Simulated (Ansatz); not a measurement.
LuSi2:
```cif
data_LuSi2
_chemical_formula_sum 'Lu1 Si2'
_space_group_name_H-M_alt 'P6/mmm'
_space_group_IT_number 191
_space_group_name_Hall '-P 6 2'
_cell_length_a 4.01776
_cell_length_b 4.01776
_cell_length_c 3.64808
_cell_angle_alpha 90.000
_cell_angle_beta 90.000
_cell_angle_gamma 120.000
loop_
_atom_site_label
_atom_site_type_symbol
_atom_site_symmetry_multiplicity
_atom_site_Wyckoff_symbol
_atom_site_fract_x
_atom_site_fract_y
_atom_site_fract_z
_atom_site_occupancy
Lu1 Lu 1 a 0.00000 0.00000 0.00000 1
Si1 Si 2 d 0.33333 0.66667 0.50000 1
```

This is the LDA-relaxed structure.

Task: All from DFT-LDA in the program Ansatz with PAW potentials, unless another level is named. Estimate the electronic character.

Result: metallic (no gap).

Task: Next, the formation energy from the elements (no fitted shifts)?

Result: -0.50 eV/atom.

Task: And the density of states at the Fermi level?

Result: 0.58 states/eV per atom (mean over ±0.08 eV).

The workflow started from an entry of the Crystallography Open Database (COD). Its standing as an ambient phase is unchecked. The cell was relaxed with LDA under the symmetry of its start. At this level the phase is mechanically unstable. The references are the lowest solids computed at this level, not always the standard phases. Scalar-relativistic: spin–orbit coupling is off unless named, which matters more the heavier the elements.

Potentials: the later of the program's two PAW sets.
